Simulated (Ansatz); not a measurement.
**What DFT gives for YGe₂Ru₂**

```xyz
5
Lattice="0.0000 4.1060 0.0000 4.1060 0.0000 0.0000 2.0530 2.0530 -5.1073" Properties=species:S:1:pos:R:3 pbc="T T T"
Y     0.0000    0.0000    0.0000
Ge    2.0530    2.0530   -1.2462
Ge    4.1060    4.1060   -3.8611
Ru    2.0530    4.1060   -2.5536
Ru    4.1060    2.0530   -2.5536
```

Level: r2SCAN, no spin polarisation; 500 eV; 8×8×8 Γ-centred mesh; tetrahedron occupations; Ansatz 0.2.0, fixed geometry.

(1) What do density and ELF say about some of the short contacts?

(2) What does the stress say?

(3) Which element gives electrons and which takes them?

(4) Metal or insulator?

(5) Which atom feels the largest force, and which way?

Origin: a known structure type with other elements, at an estimated volume, so it need not be a known compound. Caveats: empty levels are not fully converged; forces and stress under tetrahedra may miss the slope of the energy.

It took 88 s on 1 thread of Arm Neoverse V1 (shared host), peak memory 0.75 GiB, starting from a saved density. The time holds forces, stress, Bader, DOS, bands, ELF.

## Answers

(1) Ge–Ru at 2.43 Å: least valence density 0.52 e/Å³ and ELF 0.40 there. Ge–Ge at 2.49 Å: least valence density 0.44 e/Å³ and ELF 0.65 there. Y–Ge at 3.16 Å: least valence density 0.14 e/Å³ and ELF 0.13 there. Both are smooth PAW fields, read partly inside the augmentation spheres.

(2) The pressure is 2.2 GPa (compression positive), so with the atoms held at these fractions the cell would first expand; the forces are large, so a full relaxation may end otherwise. The principal stresses -1.9, 4.2, 4.2 GPa differ, so its shape would change too.

(3) Bader charges in e: Y +1.77, Ge -0.30, Ru -0.58. In the mean Y gives up most and Ru takes most.

(4) It is a metal, with about 3.5 states/eV a cell as the mean within 0.25 eV of the Fermi level, mostly Ru d (64 %) and Y d (19 %).

(5) The largest is on Ge2 (and as large on other atoms): 0.81 eV/Å, components (0.00, 0.00, -0.81). It makes 58° with the line to a nearest neighbour, Ru4 at 2.43 Å.
